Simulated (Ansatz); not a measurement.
TaSiAs:
```
CELL_PARAMETERS angstrom
      3.50085     0.00000     0.00000
      0.00000     3.50085     0.00000
      0.00000     0.00000     7.87581
ATOMIC_POSITIONS crystal
  Si 0.00000 0.00000 0.00000
  Si 0.50000 0.50000 0.00000
  As 0.50000 0.00000 0.61228
  As 0.00000 0.50000 0.38772
  Ta 0.50000 0.00000 0.25457
  Ta 0.00000 0.50000 0.74543
```

Relaxed with r²SCAN.

Q: Which orbitals make up the states near the Fermi level in DFT-r²SCAN in the program Ansatz with PAW potentials?

A: Within 0.5 eV of the Fermi level: Ta 5d 55 %, As 4p 23 %, Si 3p 10 %, outside the projected shells 5 %. Projections are on Löwdin-orthogonalised atomic valence shells; empty p or d shells of many metals are not among them.

Q: Tabulate the density of states.

A: States/eV per cell of 6 atoms, in 0.25 eV bins, energy from the Fermi level.

```csv
E (eV),total,Ta 5d,As 4p,Si 3p
-7.85,0.47,0.09,0.01,0.16
-7.60,0.43,0.08,0.01,0.15
-7.35,0.40,0.08,0.02,0.15
-7.10,0.94,0.17,0.22,0.32
-6.85,1.58,0.28,0.45,0.52
-6.60,2.34,0.43,0.76,0.69
-6.35,3.30,0.61,1.43,0.69
-6.10,3.48,0.70,1.68,0.56
-5.85,2.20,0.47,0.91,0.44
-5.60,1.77,0.40,0.61,0.44
-5.35,1.84,0.43,0.63,0.48
-5.10,2.33,0.57,0.85,0.56
-4.85,2.47,0.62,0.91,0.58
-4.60,2.12,0.53,0.74,0.56
-4.35,2.57,0.66,0.87,0.71
-4.10,2.97,0.83,0.97,0.80
-3.85,3.46,1.05,1.05,1.00
-3.60,4.01,1.38,1.25,1.01
-3.35,3.33,1.23,1.03,0.81
-3.10,5.93,2.37,2.02,1.22
-2.85,7.74,3.03,2.71,1.67
-2.60,6.05,2.63,1.92,1.25
-2.35,4.82,2.40,1.30,0.93
-2.10,3.31,1.68,0.90,0.58
-1.85,2.72,1.39,0.73,0.46
-1.60,2.16,1.16,0.53,0.35
-1.35,1.78,0.98,0.42,0.27
-1.10,1.57,0.88,0.35,0.22
-0.85,1.61,0.92,0.34,0.18
-0.60,1.27,0.79,0.24,0.13
-0.35,1.13,0.73,0.21,0.10
-0.10,1.51,0.91,0.31,0.12
0.15,1.45,0.71,0.39,0.17
0.40,1.18,0.54,0.31,0.16
0.65,1.29,0.73,0.22,0.15
0.90,1.33,0.73,0.22,0.18
1.15,2.13,1.18,0.29,0.29
1.40,3.26,1.86,0.46,0.35
1.65,4.44,2.51,0.78,0.46
1.90,3.57,2.06,0.54,0.37
2.15,4.37,2.47,0.58,0.53
2.40,4.25,2.48,0.46,0.48
2.65,4.36,2.57,0.48,0.48
2.90,5.75,3.22,0.55,0.63
3.15,6.00,3.30,0.56,0.51
3.40,3.94,1.87,0.47,0.33
3.65,2.73,1.15,0.43,0.26
3.90,1.90,0.72,0.38,0.24
4.15,2.42,0.86,0.52,0.27
4.40,4.75,1.76,0.95,0.40
4.65,4.87,1.77,1.11,0.55
4.90,5.45,1.95,1.31,0.74
```

Space group P4/nmm. The workflow started from an entry of the Crystallography Open Database (COD). Its standing as an ambient phase is unchecked. Symmetry was held in the r²SCAN relaxation; its stability against distortions is not shown here. The run is not spin-polarised. Scalar-relativistic: spin–orbit coupling is off unless named, which matters more the heavier the elements.

Potentials: the later of the program's two PAW sets.
